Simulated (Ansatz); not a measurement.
TaS2 (CdI2 type), energy against volume

TaS$_{2}$ (CdI2 type)

```
TaS2
1.0
    3.32937     0.00000     0.00000
   -1.66469     2.88332     0.00000
    0.00000     0.00000     5.78619
Ta S
1 2
Direct
  0.00000   0.00000   0.00000
  0.33333   0.66667   0.26690
  0.66667   0.33333   0.73310
```

The volume is varied about the relaxed value V₀ at fixed cell shape. The atoms relax within the cell's symmetry.

These are PBE-D3(BJ) (plane waves to 420 eV, PAW, scalar-relativistic; Ansatz, a program for electronic structure) values and carry that method's errors. k mesh 16×16×8 (Γ-centred), Fermi-Dirac smearing 0.05 eV. The energy includes the smearing's −TS. Stress and pressure are positive under compression. With the shape held, the modulus is that of even scaling; a crystal free to change shape is softer. Spin-orbit coupling is left out, though Ta is heavy. TaS2 is run without spin polarisation. TaS2 was relaxed with its symmetry unable to fall. The PAW data are Ansatz's earlier set. The zero of ΔE is the relaxed starting cell.

```
V/V₀   ΔE (meV/atom)  P (GPa)
-----  -------------  -------
0.940             14      4.3
0.955              8      3.0
0.970              3      2.0
0.985              1      0.9
1.000              0      0.0
1.015              1     -0.8
1.030              3     -1.6
1.045              6     -2.3
1.060             11     -3.0
```

Key numbers:

| Quantity | Value |
|---|---|
| Pressure at the smallest volume | 4.3 GPa |
| Energy cost of the largest compression | 14 meV/atom |
| Energy cost of the largest expansion | 11 meV/atom |
| Bulk modulus at fixed cell shape B₀ (third-order Birch-Murnaghan fit) | 59.1 GPa |
| Pressure derivative B₀′ (fit) | 4.8 |
| Equilibrium volume of the fit | 18.52 Å³/atom |
| Pressure for 5 % compression (fit) | 3.4 GPa |

(Under strain, the slope of the energy per volume gives the stress and its curvature an elastic modulus.)
